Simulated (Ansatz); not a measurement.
Computed with Ansatz, DFT PBE, scalar-relativistic, plane waves, PAW. Settings: cutoff 420 eV, Γ-centred meshes spaced at most about 0.3 Å⁻¹ (2π included), Gaussian smearing. No spin polarisation in the final relaxations.

These are static total energies at zero pressure.

Two forms of Mg₂CdSe₃ were relaxed alike.

A.

```yaml
crystal:
  lattice:
    - [4.29098, 0.00000, 0.00000]
    - [-2.14549, 3.71610, 0.00000]
    - [0.00000, 0.00000, 10.48168]
  atoms:
    - { symbol: Mg, position: [0.66667, 0.33333, 0.33520] }
    - { symbol: Mg, position: [0.33333, 0.66667, 0.66203] }
    - { symbol: Cd, position: [0.00000, 0.00000, 0.00226] }
    - { symbol: Se, position: [0.00000, 0.00000, 0.25764] }
    - { symbol: Se, position: [0.66667, 0.33333, 0.58323] }
    - { symbol: Se, position: [0.33333, 0.66667, 0.90963] }
```

B.

```yaml
crystal:
  lattice:
    - [3.95354, 0.00000, 0.00000]
    - [-1.97677, 3.42387, 0.00000]
    - [0.00000, 0.00000, 9.68583]
  atoms:
    - { symbol: Mg, position: [0.33333, 0.66667, 0.66281] }
    - { symbol: Mg, position: [0.66667, 0.33333, 0.33719] }
    - { symbol: Cd, position: [0.00000, 0.00000, 0.00000] }
    - { symbol: Se, position: [0.00000, 0.00000, 0.50000] }
    - { symbol: Se, position: [0.33333, 0.66667, 0.17581] }
    - { symbol: Se, position: [0.66667, 0.33333, 0.82419] }
```

Task: Which would you expect to be lower, and how large is the difference?

Result: A is lower, by 68 meV/atom. A has Mg and Cd ordered on zinc blende sites, space group P3m1 (No. 156), 27.9 Å³/atom and a gap of 1.49 eV on its mesh; B has Mg and Cd ordered on rock salt sites, space group P-3m1 (No. 164), 21.9 Å³/atom and a gap of 0.88 eV. Counting Se atoms around Cd and Mg (those within 1.25 times the shortest such distance or 1.15 times the sum of covalent radii, 1.27 where that leaves under three), A has Mg 4, Cd 4 and B has Mg 6, Cd 6. The lower one is the more open, so pressure narrows the difference. In A, Mg on its first site has 4 Se at 2.60–2.61 Å; Cd is surrounded by 4 Se at 2.66–2.68 Å; Se on its first site has 3 Mg at 2.61 Å and 1 Cd at 2.68 Å; 3 more sites not described. In B, Mg has 6 Se at 2.77 Å; Cd is surrounded by 6 Se at 2.85 Å; around Se on a site of symmetry -3m lie 6 Mg at 2.77 Å; 1 more site not described. Both come from invented guesses.

Kohn–Sham gaps at this level usually fall short of measured ones.
